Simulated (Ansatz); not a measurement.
BeS:
```yaml
crystal:
  lattice:
    - [0.00000, 2.43797, 2.43797]
    - [2.43797, 0.00000, 2.43797]
    - [2.43797, 2.43797, 0.00000]
  atoms:
    - { symbol: S, position: [0.75000, 0.75000, 0.75000] }
    - { symbol: Be, position: [0.00000, 0.00000, 0.00000] }
```

Relaxed with PBE. Special points in fractions of this cell's reciprocal vectors: Γ (0.000, 0.000, 0.000); X (0.500, 0.000, 0.500); U (0.625, 0.250, 0.625); K (0.375, 0.375, 0.750); L (0.500, 0.500, 0.500); W (0.500, 0.250, 0.750).

**Question.** List the band energies nearest the valence-band maximum at these points for plane-wave PAW PBE (Ansatz code).

**Answer.** In eV from the valence-band maximum; about four levels below and three above (degenerate sets whole), none deeper than 8.9 eV; points with the same levels are listed once.

```json
[
 {"k": "Γ", "below": "0.00 0.00 0.00", "above": "5.66 5.66 5.66"},
 {"k": "X", "below": "-4.94 -2.59 -2.59", "above": "3.15 4.91 12.60 12.60"},
 {"k": "U", "below": "-4.48 -4.01 -2.14", "above": "4.37 7.46 10.44"},
 {"k": "L", "below": "-5.68 -1.01 -1.01", "above": "5.41 6.54 6.54"},
 {"k": "W", "below": "-4.19 -3.78 -3.27", "above": "6.45 8.07 8.37"}
]
```

Space group F-43m (zinc blende). The cell was relaxed with PBE under the symmetry of its start.

Potentials: the later of the program's two PAW sets.
